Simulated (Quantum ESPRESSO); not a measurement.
Si14AlAs, input and log of a self-consistent run

A calculation, not a measurement. The program is pw.x of Quantum ESPRESSO 7.5 (plane-wave density functional theory). The cell is made up: 16 atoms on a doubled zincblende/diamond lattice, with randomly drawn elements, strain and displacements, not relaxed. PseudoDojo standard norm-conserving files (v0.5 for PBE, v0.4.1 for LDA and PBEsol) set the functional; there is no spin polarisation, spin-orbit coupling or dispersion term, and the masses in the input are unused placeholders.

Input:

```
&control calculation='scf', pseudo_dir='./dojo.nc.sr.pbe.v0_5.standard.upf', outdir='./o', disk_io='low', tprnfor=.true., tstress=.true. /
&system ibrav=0, nat=16, ntyp=3, nbnd=47, ecutwfc=84.00895049, nosym=.true., tot_charge=0,
 occupations='smearing', smearing='fd', degauss=0.0073498644
/
&electrons conv_thr=7.350e-09, electron_maxstep=60, /
ATOMIC_SPECIES
Al 1.0 Al.upf
As 1.0 As.upf
Si 1.0 Si.upf
CELL_PARAMETERS angstrom
5.599 0.0422 -0.0096
0.0422 5.4787 0.0168
-0.0192 0.0335 11.0589
ATOMIC_POSITIONS angstrom
Si -0.1088 -0.0732 0.1534
Si -0.0321 2.8707 2.8
Si 2.8101 0.1377 2.8604
Si 2.8981 2.5159 -0.1074
Si -0.0559 0.0782 5.4786
Si -0.0116 2.728 8.2569
Si 2.5003 0.0277 8.2709
Si 2.8568 2.809 5.5569
Al 1.3379 1.418 1.4614
Si 1.4167 4.3367 4.3333
Si 4.1266 1.2999 4.1184
Si 4.3032 4.0532 1.4388
Si 1.5061 1.4986 6.9239
As 1.4586 4.2133 9.8042
Si 4.2004 1.3798 9.6805
Si 4.021 4.263 6.7411
K_POINTS automatic
6 6 4 1 1 1
```

The log is shortened where brackets say so; the opening notice, blank lines, dates and the lines on written files are dropped, and the path of the files is cut. It prints rydbergs, bohrs and kilobars, and counts compression as positive stress.

```
     Program PWSCF v.7.5
     Parallel version (MPI & OpenMP), running on       4 processor cores
     Number of MPI processes:                 4
     Threads/MPI process:                     1
     [start-up lines left out]
     bravais-lattice index     =            0
     lattice parameter (alat)  =      10.5809  a.u.
     unit-cell volume          =    2289.1062 (a.u.)^3
     number of atoms/cell      =           16
     number of atomic types    =            3
     number of electrons       =        74.00
     number of Kohn-Sham states=           47
     kinetic-energy cutoff     =      84.0090  Ry
     charge density cutoff     =     336.0358  Ry
     scf convergence threshold =      7.3E-09
     mixing beta               =       0.7000
     number of iterations used =            8  plain     mixing
     Exchange-correlation= PBE
                           (   1   4   3   4   0   0   0)
     [axes and pseudopotential details left out]
   Cartesian axes
     site n.     atom                  positions (alat units)
         1        Si     tau(   1) = (  -0.0194315  -0.0130734   0.0273969  )
         2        Si     tau(   2) = (  -0.0057330   0.5127012   0.5000744  )
         3        Si     tau(   3) = (   0.5018782   0.0245929   0.5108617  )
         4        Si     tau(   4) = (   0.5175948   0.4493347  -0.0191814  )
         5        Si     tau(   5) = (  -0.0099836   0.0139664   0.9784669  )
         6        Si     tau(   6) = (  -0.0020717   0.4872153   1.4746657  )
         7        Si     tau(   7) = (   0.4465485   0.0049472   1.4771661  )
         8        Si     tau(   8) = (   0.5102187   0.5016817   0.9924512  )
         9        Al     tau(   9) = (   0.2389462   0.2532519   0.2610031  )
        10        Si     tau(  10) = (   0.2530198   0.7745259   0.7739187  )
        11        Si     tau(  11) = (   0.7370025   0.2321595   0.7355379  )
        12        Si     tau(  12) = (   0.7685429   0.7238934   0.2569668  )
        13        Si     tau(  13) = (   0.2689864   0.2676469   1.2365946  )
        14        As     tau(  14) = (   0.2605030   0.7524869   1.7510104  )
        15        Si     tau(  15) = (   0.7501830   0.2464295   1.7289178  )
        16        Si     tau(  16) = (   0.7181425   0.7613632   1.2039469  )
     number of k points=    72  Fermi-Dirac smearing, width (Ry)=  0.0073
                       cart. coord. in units 2pi/alat
        k(    1) = (   0.0828085   0.0843341   0.0631763), wk =   0.0277778
        k(    2) = (   0.0830285   0.0839443   0.1897539), wk =   0.0277778
     [further k points left out]
     Dense  grid:   238129 G-vectors     FFT dimensions: (  64,  64, 125)
     Estimated max dynamical RAM per process >     775.50 MB
     Estimated total dynamical RAM >       2.86 GB
     Initial potential from superposition of free atoms
     starting charge      73.9887, renormalised to      74.0000
     Starting wfcs are   69 randomized atomic wfcs
     total cpu time spent up to now is       24.8 secs
     per-process dynamical memory:   655.0 Mb
     Self-consistent Calculation
     iteration #  1     ecut=    84.01 Ry     beta= 0.70
     Davidson diagonalization with overlap
     ethr =  1.00E-02,  avg # of iterations =  3.2
     Threshold (ethr) on eigenvalues was too large:
     Diagonalizing with lowered threshold
     Davidson diagonalization with overlap
     ethr =  6.84E-04,  avg # of iterations =  2.5
     total cpu time spent up to now is      131.7 secs
     total energy              =    -334.88099195 Ry
     estimated scf accuracy    <       0.55828961 Ry
     iteration #  2     ecut=    84.01 Ry     beta= 0.70
     Davidson diagonalization with overlap
     ethr =  7.54E-04,  avg # of iterations =  6.9
     total cpu time spent up to now is      193.7 secs
     total energy              =    -334.33120184 Ry
     estimated scf accuracy    <       3.67230721 Ry
     iteration #  3     ecut=    84.01 Ry     beta= 0.70
     Davidson diagonalization with overlap
     ethr =  7.54E-04,  avg # of iterations =  6.1
     total cpu time spent up to now is      258.5 secs
     total energy              =    -334.97241150 Ry
     estimated scf accuracy    <       0.49341299 Ry
     iteration #  4     ecut=    84.01 Ry     beta= 0.70
     Davidson diagonalization with overlap
     ethr =  6.67E-04,  avg # of iterations =  1.8
     total cpu time spent up to now is      301.1 secs
     total energy              =    -334.99812928 Ry
     estimated scf accuracy    <       0.08212486 Ry
     iteration #  5     ecut=    84.01 Ry     beta= 0.70
     Davidson diagonalization with overlap
     ethr =  1.11E-04,  avg # of iterations =  4.1
     total cpu time spent up to now is      350.7 secs
     total energy              =    -335.00472544 Ry
     estimated scf accuracy    <       0.02611315 Ry
     [iterations 6 to 8 left out]
     iteration #  9     ecut=    84.01 Ry     beta= 0.70
     Davidson diagonalization with overlap
     ethr =  1.19E-07,  avg # of iterations =  2.4
     total cpu time spent up to now is      559.3 secs
     total energy              =    -335.00718589 Ry
     estimated scf accuracy    <       0.00002344 Ry
     iteration # 10     ecut=    84.01 Ry     beta= 0.70
     Davidson diagonalization with overlap
     ethr =  3.17E-08,  avg # of iterations =  2.2
     total cpu time spent up to now is      598.3 secs
     total energy              =    -335.00718815 Ry
     estimated scf accuracy    <       0.00000168 Ry
     iteration # 11     ecut=    84.01 Ry     beta= 0.70
     Davidson diagonalization with overlap
     ethr =  2.28E-09,  avg # of iterations =  4.4
     total cpu time spent up to now is      645.7 secs
     total energy              =    -335.00718869 Ry
     estimated scf accuracy    <       0.00000015 Ry
     iteration # 12     ecut=    84.01 Ry     beta= 0.70
     Davidson diagonalization with overlap
     ethr =  1.98E-10,  avg # of iterations =  2.3
     total cpu time spent up to now is      693.9 secs
     total energy              =    -335.00718871 Ry
     estimated scf accuracy    <       0.00000001 Ry
     iteration # 13     ecut=    84.01 Ry     beta= 0.70
     Davidson diagonalization with overlap
     ethr =  1.84E-11,  avg # of iterations =  4.2
     total cpu time spent up to now is      743.7 secs
     End of self-consistent calculation
          k = 0.0828 0.0843 0.0632 ( 29784 PWs)   bands (ev):
   -30.2540 -30.2341 -30.2273 -30.2000 -30.1976  -6.7463  -5.3905  -4.4508
    -3.6086  -2.6053  -2.5679  -2.2587  -1.9283  -1.6365  -1.3380  -1.1957
    -0.7671   0.1678   1.5203   1.7502   2.0035   2.2529   2.5214   2.5987
     2.7689   2.8989   3.0413   3.1572   3.3213   3.5736   3.7432   3.8028
     4.5120   4.7490   5.4696   5.6948   5.9195   6.1880   6.6123   6.7732
     6.8212   7.1349   7.2039   7.4230   7.7658   8.1758   8.4330
     [levels at the other k points left out]
     the Fermi energy is     6.1725 ev
!    total energy              =    -335.00718872 Ry
     estimated scf accuracy    <          8.9E-10 Ry
     smearing contrib. (-TS)   =      -0.00238956 Ry
     internal energy E=F+TS    =    -335.00479915 Ry
     The total energy is F=E-TS. E is the sum of the following terms:
     one-electron contribution =    -155.13158003 Ry
     hartree contribution      =     108.12692109 Ry
     xc contribution           =     -92.62773318 Ry
     ewald contribution        =    -195.37240704 Ry
     convergence has been achieved in  13 iterations
     Forces acting on atoms (cartesian axes, Ry/au):
     atom    1 type  3   force =     0.01599642    0.04174057   -0.01974823
     atom    2 type  3   force =     0.04280226   -0.04109868    0.08504087
     atom    3 type  3   force =    -0.03573958   -0.08365988   -0.06218684
     atom    4 type  3   force =    -0.03164807    0.08029165    0.08841678
     atom    5 type  3   force =    -0.00893874    0.04017029    0.07391030
     atom    6 type  3   force =    -0.01903398    0.03194534   -0.00412948
     atom    7 type  3   force =     0.11507375    0.01746849   -0.00773002
     atom    8 type  3   force =    -0.03135222   -0.03817696   -0.05717131
     atom    9 type  1   force =     0.00287370    0.00263642   -0.01554977
     atom   10 type  3   force =     0.02744948   -0.07782922   -0.06725240
     atom   11 type  3   force =     0.05855247    0.11279007    0.02460908
     atom   12 type  3   force =    -0.11016325    0.01636359   -0.02784965
     atom   13 type  3   force =    -0.07933848    0.00644016   -0.02655877
     atom   14 type  2   force =    -0.04690842   -0.06432915    0.00066546
     atom   15 type  3   force =     0.03426042   -0.05943107   -0.07388970
     atom   16 type  3   force =     0.06611423    0.01467838    0.08942369
     Total force =     0.382201     Total SCF correction =     0.000124
     Computing stress (Cartesian axis) and pressure
          total   stress  (Ry/bohr**3)                   (kbar)     P=       12.60
   0.00002943  -0.00013461  -0.00000349            4.33      -19.80       -0.51
  -0.00013461   0.00012437  -0.00006069          -19.80       18.30       -8.93
  -0.00000349  -0.00006069   0.00010325           -0.51       -8.93       15.19
     init_run     :     21.82s CPU     22.82s WALL (       1 calls)
     electrons    :    709.51s CPU    718.97s WALL (       1 calls)
     forces       :     10.23s CPU     10.37s WALL (       1 calls)
     stress       :     35.24s CPU     36.80s WALL (       1 calls)
     [timing details left out]
     PWSCF        :  12m59.01s CPU  13m11.41s WALL
     JOB DONE.
```

In other units: free energy -4558.005 eV for the cell, pressure 1.26 GPa, largest force component 2.959 eV/Å. A rerun of this cell at a cutoff of 1437 eV and k mesh 8 x 8 x 6 moved values by no more than 0.002 eV in energy, 0.02 GPa in stress and 0.002 eV/Å in force.